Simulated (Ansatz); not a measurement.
Given:

Hf:
Space group P6₃/mmc (No. 194); a = b = 3.198 Å, c = 5.046 Å, α = β = 90.00°, γ = 120.00°

```csv
atom,site,symmetry,x,y,z
Hf,2c,-6m2,0.3333,0.6667,0.2500
```

This is the r²SCAN-relaxed structure.

### Question
All from r²SCAN in the plane-wave PAW code Ansatz, unless another level is named. Predict the density of states at the Fermi level.

### Answer
0.61 states/eV per atom (mean over ±0.08 eV).

### Question
And the gap with spin–orbit coupling?

### Answer
none (metallic).

Space group P6_3/mmc (hcp (Mg type)). The r²SCAN relaxation kept the symmetry of its start; of distortions, only those at the zone centre were tested. The run is not spin-polarised. Axis ratios of metals converge slowly with the k-mesh, so a and c are less sure than the volume. Scalar-relativistic: spin–orbit coupling is off unless named, which matters more the heavier the elements.

Potentials: the earlier of the program's two PAW sets.
